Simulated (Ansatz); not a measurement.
This cell of ZrGeS (space group P4/nmm) is off equilibrium:

```yaml
crystal:
  lattice:
    - [7.15086, 0.00000, 0.00000]
    - [3.57543, 3.57543, 0.00000]
    - [0.00000, 0.00000, 7.93433]
  atoms:
    - { symbol: Zr, position: [0.75000, 0.50000, 0.70583] }
    - { symbol: Zr, position: [0.25000, 0.50000, 0.74112] }
    - { symbol: Zr, position: [0.25000, 0.00000, 0.28100] }
    - { symbol: Zr, position: [0.75000, 0.00000, 0.27205] }
    - { symbol: Ge, position: [0.99681, 0.49783, 0.00000] }
    - { symbol: Ge, position: [0.50319, 0.50217, 0.00000] }
    - { symbol: Ge, position: [0.99681, 0.00856, 0.00000] }
    - { symbol: Ge, position: [0.50319, 0.99144, 0.00000] }
    - { symbol: S, position: [0.75000, 0.50000, 0.37013] }
    - { symbol: S, position: [0.25000, 0.50000, 0.38955] }
    - { symbol: S, position: [0.25000, 0.00000, 0.62262] }
    - { symbol: S, position: [0.75000, 0.00000, 0.61769] }
```

Method: LDA (plane waves to 420 eV, PAW, scalar-relativistic; Ansatz, a quantum-chemistry and plane-wave program). k mesh 13×13×6 (Γ-centred), Fermi-Dirac smearing 0.05 eV. Compression counts positive. With partly filled bands, energies and forces of such displacements shift with the k mesh and the smearing. ZrGeS is run without spin polarisation. ZrGeS was relaxed with its symmetry unable to fall.

Task: Predict the force on every atom, in eV/Å.

Result: 
| atom | Fx | Fy | Fz |
|---|---|---|---|
| Zr1 | 0.000 | 0.000 | 1.390 |
| Zr2 | 0.000 | 0.000 | -1.717 |
| Zr3 | 0.000 | 0.000 | -0.334 |
| Zr4 | 0.000 | 0.000 | 0.454 |
| Ge5 | 0.265 | 0.069 | 0.066 |
| Ge6 | -0.265 | -0.069 | 0.066 |
| Ge7 | -0.069 | -0.265 | 0.066 |
| Ge8 | 0.069 | 0.265 | 0.066 |
| S9 | 0.000 | 0.000 | 0.266 |
| S10 | 0.000 | 0.000 | -0.337 |
| S11 | 0.000 | 0.000 | -0.064 |
| S12 | 0.000 | 0.000 | 0.079 |

Task: What is the stress tensor (GPa)?

Result: 
```
    0.5     -0.1      0.0
   -0.1      0.5      0.0
    0.0      0.0      0.5
```
The pressure, a third of the trace, is 0.5 GPa.

(A displaced cell: forces are minus the slopes of the energy, force constants its curvatures, and phonons follow from these.)
